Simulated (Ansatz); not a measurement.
The start is a generated cell, MgB2 placed in the AFLOW prototype A2B_hP6_191_h_e (C_h, as in Cu2Te). The cell and all atomic positions are relaxed at zero pressure with PBEsol (plane waves to 420 eV, PAW, scalar-relativistic; Ansatz, an electronic-structure program). First-step values are on the input's coarse k-mesh.

Ansatz input (later rounds restart from its end on a renewed k-mesh):
Ansatz 0.2 input:
```yaml
crystal:
  lattice:
    - [3.4932134, 0, 0]
    - [-1.7466067, 3.0252116, 0]
    - [0, 0, 5.9748212]
  atoms:
    - { symbol: B, position: [0.33333333, 0.66666667, 0.16] }
    - { symbol: B, position: [0.66666667, 0.33333333, 0.16] }
    - { symbol: B, position: [0.66666667, 0.33333333, 0.84] }
    - { symbol: B, position: [0.33333333, 0.66666667, 0.84] }
    - { symbol: Mg, position: [0, 0, 0.306] }
    - { symbol: Mg, position: [0, 0, 0.694] }
basis: { ecutwfc: 420, ecutrho_ratio: 4, xc_grid: 2, fft_grid_basis: typed }
kpoints: { mp_grid: { grid: [8, 8, 4] } }
hamiltonian:
  xc: pbesol
  dispersion: none
  pseudopotentials: { kind: paw }
scf: { occupations: { method: fermi_dirac, width: 0.05 } }
relax: { f_tol: 0.01, max_steps: 100, cell: { stress_tol: 0.02 } }
output: { forces: true, stress: true }
```

Question: How large is the pressure on the unrelaxed cell, and of which sign?

Answer: +7 GPa (positive: the cell is compressed).

Question: Which atoms feel the largest initial force, and how large is it?

Answer: About 1.0 eV/Å, on B1, B2, B3, B4 (atoms numbered as listed).

Question: How does the volume per atom move from start to end?

Answer: +4.8 %, from 10.52 to 11.03 Å³/atom.

Question: How do the shortest distances between atoms change?

Answer: The closest pairs of elements (up to four, under 3.6 Å), start → end: B–B 1.91 → 1.78 Å; B–Mg 2.20 → 2.39 Å; Mg–Mg 2.32 → 2.92 Å.

Question: Is the relaxed structure metallic? Give its gap.

Answer: Zero (metallic).

Question: Give the final cell and atomic positions.

Answer: 
Space group P6/mmm (No. 191); a = 3.0878 Å, b = 3.0878 Å, c = 8.0136 Å, α = 90.00°, β = 90.00°, γ = 120.00°

```json
[
 {"atom": "B", "site": "4h", "symmetry": "3m.", "x": "0.3333", "y": "0.6667", "z": "0.1182"},
 {"atom": "Mg", "site": "2e", "symmetry": "6mm", "x": "0.0000", "y": "0.0000", "z": "0.3176"}
]
```

The space group stays P6/mmm (No. 191) (the run could not lower it), with 6 atoms in the primitive cell. Final values are on a 17×17×6 k-mesh of the relaxed cell. No spin polarisation in the result.

The run could not lose the symmetry of its start.

The first start was generated by placing the elements on the sites of a structure type. A measured structure of MgB2 has the same space group, P6/mmm (No. 191); the sites were not compared with it.
